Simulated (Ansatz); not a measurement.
Ca2Si (space group Pnma)

```
CELL_PARAMETERS angstrom
      7.27248     0.00000     0.00000
      0.00000     4.74909     0.00000
      0.00000     0.00000     8.81450
ATOMIC_POSITIONS crystal
  Ca 0.33852 0.75000 0.07518
  Ca 0.66148 0.25000 0.92482
  Ca 0.16148 0.25000 0.57518
  Ca 0.83852 0.75000 0.42482
  Ca 0.01869 0.25000 0.18500
  Ca 0.98131 0.75000 0.81500
  Ca 0.48131 0.75000 0.68500
  Ca 0.51869 0.25000 0.31500
  Si 0.75044 0.25000 0.60288
  Si 0.24956 0.75000 0.39712
  Si 0.74956 0.75000 0.10288
  Si 0.25044 0.25000 0.89712
```

The slice is a (001) plane (indices of the conventional cell) through the point (0.519, 0.250, 0.315) (fractional), spanned by u = [010] and v = [100] in vectors of this cell: u (4.75 Å) and v (7.27 Å, at 90° to u). It covers one period; positions are fractions (u, v).

These are LDA (plane waves to 420 eV, PAW, scalar-relativistic; Ansatz, an electronic-structure program) values and carry that method's errors. k mesh 4×6×3. Near the nuclei the fields are pseudised (PAW); where an atom keeps semicore shells as valence, they peak there. Ca2Si was relaxed with its symmetry unable to fall.

Question: Sketch the electrostatic potential energy of an electron, from the cell's mean on this plane as a map.

Answer: 
```
|xxxx03789998730xxx|
|xxxx05789998750xxx|
|xxx0367877787630xx|
|000357764346775300|
|234677520x02577643|
|6678873xxxxx378876|
|7889861xxxxx168988|
|8889861xxxxx168988|
|7788873xxxxx378887|
|667888620x02688876|
|345788764346788754|
|123578887778887532|
|002467888888876420|
|001356777777765310|
|001355655555655310|
|112445432223454421|
|334454310001345443|
|555554200000245555|
|666654100x00145666|
|777764200x00246777|
|777765310001356777|
|566666532223566666|
|234566655455666543|
|000246677677664200|
|xxx0257788877520xx|
|xxxx04689998640xxx|
|xxxx03689998630xxx|
|xxxx03689998630xxx|
```
Scale: ten equal steps from 0.00 (start of '0') to 8.32 (end of '9'), in the order '0123456789'. Values: electrostatic potential energy of an electron, from the cell's mean, in eV. The map has 18 points along u (one character each, u = 0 at the left) and 28 along v (v = 0 in the bottom row). Points within 1 Å of a nucleus are blanked (x), as the pseudised field means little there. Values under 0 eV are set to 0. The zero, the cell's mean, hangs on the PAW cores.
